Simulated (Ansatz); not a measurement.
**What a change of settings does: CsGa (NaTl type)**

First run: DFT, PBEsol, PAW with Ansatz's default frozen-core files, scalar-relativistic (Ansatz 0.2.0).

Command: `ansatz run input.yaml --threads 1 --pin off --max-ram 3072MiB --backend cpu --events-out ev --progress --plain --runs-dir out` It took 39 s on 1 thread of Intel(R) Xeon(R) Platinum 8259CL CPU @ 2.50GHz (Skylake/Cascade Lake), on a shared host, peak memory 0.46 GiB.

```yaml
crystal:
  lattice:
    - [0.0, 4.0341668935, 4.0341668935]
    - [4.0341668935, 0.0, 4.0341668935]
    - [4.0341668935, 4.0341668935, 0.0]
  atoms:
    - { symbol: Cs, position: [0.125, 0.125, 0.125] }
    - { symbol: Cs, position: [-0.125, -0.125, -0.125] }
    - { symbol: Ga, position: [0.375, 0.375, 0.375] }
    - { symbol: Ga, position: [-0.375, -0.375, -0.375] }
kpoints:
  mp_grid: { grid: [6, 6, 6] }
scf:
  occupations: { method: fermi_dirac, width: 0.05 }
hamiltonian:
  xc: pbesol
  pseudopotentials: { kind: paw }
output:
  forces: true
  stress: true
  eigenvalues: true
  populations: true
  bader: true
  dos: { projected: true, de: 0.2, e_range: [-14, 8] }
  write_density: true
  write_potential: true
  elf: true
  volumetric_format: npy
```

The cell comes from a relaxation on PAW files under the same functional, begun from a prototype that needn't be the stable phase.

It converges in 7 SCF iterations at a pressure of 0.00 GPa, cutoff 420 eV.

The input is then changed:

```diff
   xc: pbesol
-  pseudopotentials: { kind: paw }
+  pseudopotentials: { kind: nc }
+  dispersion: d3bjatm
 output:
   populations: true
-  bader: true
-  dos: { projected: true, de: 0.2, e_range: [-14, 8] }
   write_density: true
   volumetric_format: npy
+basis:
+  ecutrho_ratio: 9
```

Q: What does the second run give?

A: It converges in 8 SCF iterations at a pressure of -1.35 GPa, cutoff 1088 eV. More than one line changes, and not each need have an effect. Results part of its log:
```
SCF 1 converged in 8 iterations: F = -5427.461227 eV  dr2 = 6.37e-9
SCF converged after 8 iterations
Free energy (F): -5427.461227 eV
Harris-Foulkes:  -5427.461227 eV  (|F-HF|=3.64e-12)
Internal energy: -5427.448251 eV  (E = F + TS)
E sigma→0 (E₀):  -5427.454739 eV
Entropy (-TS):   -0.012976 eV (-3.244 meV/atom)
Fermi energy:    7.886627 eV
--- Per-component energies (eV) ---
  E_band       = -173.121466
  E_kinetic    = 3688.745684
  E_local      = -4076.701544  (includes V_loc(G=0)·N_el)
  E_nonlocal   = -1889.698237
  E_hartree    = 1543.159116
  E_xc         = -1498.406604
  E_vxc        = -981.782705  (∫ρ·V_xc dr)
  E_ewald      = -3193.472983
  E_disp       = -1.073683  (pairwise vdW)
  E_smearing   = -0.012976  (= −TS)
  E_closure    = 0.000000  (closes the sum)
  Σ components = -5427.461227   (vs F -5427.461227, Δ=0.00e0)
--- Forces (eV/Å), atoms counted from 1 ---
  atom   1  Cs     0.00000000     0.00000000    -0.00000000
  atom   2  Cs     0.00000000     0.00000000    -0.00000000
  atom   3  Ga    -0.00000000     0.00000000    -0.00000000
  atom   4  Ga    -0.00000000    -0.00000000    -0.00000000
  max |Σ_I F_I| component: 6.25e-17 eV/Å
--- Stress (GPa, compression-positive) ---
       -1.345557       0.000000       0.000000
       -0.000000      -1.345557      -0.000000
        0.000000       0.000000      -1.345557
  P = ⅓ Tr σ = -1.3456 GPa (-13.456 kbar)
--- Band table (eV; the first three rows and the last of 16) ---
  k-point 0: bands = ["-15.0976", "-14.3838", "-6.7372", "-6.7372", "-6.7372", "-6.7323", "-6.7323", "-6.7047", "-6.7047", "-6.7047", "-6.7012", "-6.7012", "-2.2392", "-2.2392", "-2.2392", "-1.1705", "-1.1705", "-1.1705", "1.2631", "4.7553", "7.7081", "7.7081", "7.7081", "9.4622", "9.4622", "9.6451", "9.6451"]
  k-point 1: bands = ["-15.0642", "-14.4214", "-6.7394", "-6.7394", "-6.7352", "-6.7295", "-6.7295", "-6.7066", "-6.7066", "-6.7047", "-6.6997", "-6.6997", "-2.3049", "-2.2942", "-2.2942", "-1.2074", "-1.1038", "-1.1038", "1.5879", "4.3797", "7.4589", "7.4589", "8.1519", "9.3023", "9.6233", "9.6233", "10.1432"]
  k-point 2: bands = ["-14.9822", "-14.5118", "-6.7404", "-6.7404", "-6.7325", "-6.7281", "-6.7281", "-6.7078", "-6.7078", "-6.7030", "-6.6983", "-6.6983", "-2.4958", "-2.3879", "-2.3879", "-1.1100", "-0.9878", "-0.9878", "2.1761", "3.7370", "7.2149", "7.2149", "7.9244", "9.5248", "9.5248", "10.7942", "11.5657"]
  k-point 15: bands = ["-14.7518", "-14.7518", "-6.7412", "-6.7412", "-6.7250", "-6.7250", "-6.7166", "-6.7166", "-6.7108", "-6.7108", "-6.6934", "-6.6934", "-2.7130", "-2.7130", "-1.7611", "-1.7611", "-0.7155", "-0.7155", "2.8705", "2.8705", "7.4891", "7.4891", "9.4289", "9.4289", "10.1536", "10.1536", "11.7360"]
--- Löwdin populations: 4 sites ---
  site symbol       q [e]
     0     Cs      8.1350
     1     Cs      8.1350
     2     Ga     13.6992
     3     Ga     13.6992
  spilling = 0.007533 (of n_electrons = 44.000000)
```
